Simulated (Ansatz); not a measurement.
**Equation of state of NbSiPt**

A database entry relaxed whole under r2SCAN (Pnma):

```yaml
crystal:
  lattice:
    - [6.46068, 0.00000, 0.00000]
    - [0.00000, 3.82092, 0.00000]
    - [0.00000, 0.00000, 7.38852]
  atoms:
    - { symbol: Nb, position: [0.02654, 0.25000, 0.16391] }
    - { symbol: Nb, position: [0.47346, 0.75000, 0.66391] }
    - { symbol: Nb, position: [0.52654, 0.25000, 0.33609] }
    - { symbol: Nb, position: [0.97346, 0.75000, 0.83609] }
    - { symbol: Si, position: [0.77009, 0.25000, 0.62606] }
    - { symbol: Si, position: [0.72991, 0.75000, 0.12606] }
    - { symbol: Si, position: [0.27009, 0.25000, 0.87394] }
    - { symbol: Si, position: [0.22991, 0.75000, 0.37394] }
    - { symbol: Pt, position: [0.15130, 0.25000, 0.56596] }
    - { symbol: Pt, position: [0.34870, 0.75000, 0.06596] }
    - { symbol: Pt, position: [0.65130, 0.25000, 0.93404] }
    - { symbol: Pt, position: [0.84870, 0.75000, 0.43404] }
```

The cell was scaled uniformly, its shape held, and the atoms relaxed at each volume with plane-wave PAW DFT (Ansatz 0.2.0; r2SCAN, 500 eV, 5×9×5 Γ-centred mesh, fermi-dirac occupations of width 0.100 eV; no spin, no spin-orbit coupling). One row is withheld.

```tsv
volume (Å³/atom)	energy over the lowest (meV/atom)	pressure (GPa)
14.287	43.4	16.39
14.591	18.4	10.30
14.895	4.3	4.85
15.199	0.0	-0.01
15.503	4.4	-4.35
15.807	?	?
16.111	35.6	-11.62
```

Q: Fit the pressures of the other rows to the third-order Birch-Murnaghan form.

A: With f = [(V₀/V)^(2/3) − 1]/2 and P = 3B₀f(1 + 2f)^(5/2)[1 + 3(B₀′ − 4)f/2], least squares gives V₀ = 15.20 Å³ an atom, B₀ = 229 GPa and B₀′ = 4.7; the rows miss the fit by 0.01 GPa. The slope of the energies differs from these pressures by 0.11 GPa, since they are taken to zero smearing while pressures follow the free energy.

Q: What does the withheld row hold?

A: The fit gives -8.19 GPa at 15.807 Å³; the run gave -8.21 GPa and 16.6 meV an atom.

Caveats: the shape of the cell was held, so B₀ is an upper bound where the axes differ in stiffness; 0 K, fixed nuclei; the symmetry was kept, and this need not be the phase that is stable at 0 K; one mesh for all volumes; pressure is positive in compression.
